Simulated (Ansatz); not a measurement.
TiOs (CsCl type, Pm-3m) at seven volumes, DFT-PBEsol in the program Ansatz with PAW potentials, scaled uniformly. One row is withheld.

```
V (Å³/atom)  P (GPa)
-----------  -------
13.059         30.73
13.489         18.82
13.920          8.67
14.350          0.00
14.781         -7.41
15.211        -13.73
15.642             ?
```

**Question.** Fit the shown pressures and predict the withheld one.

**Answer.** P = (3/2)B₀(x^(7/2) − x^(5/2))[1 + (3/4)(B′ − 4)(x − 1)] with x = (V₀/V)^(2/3). Least squares on the six rows gives V₀ = 14.350 Å³/atom, B₀ = 267 GPa, B′ = 4.24. At V = 15.642, x = 0.9441 and P = -19.18 GPa. The run itself gave -19.10 GPa.

The workflow started from a Materials Project entry (that database holds measured and hypothetical structures alike); the Crystallography Open Database files this formula in space group No. 221, but the cells were not matched. Whether it is the stable phase at ambient conditions was not checked. The cell was relaxed with PBEsol under the symmetry of its start; of distortions, only those at the zone centre were tested. The run is not spin-polarised. Scalar-relativistic: spin–orbit coupling is off unless named, which matters more the heavier the elements.

Potentials: the later of the program's two PAW sets.
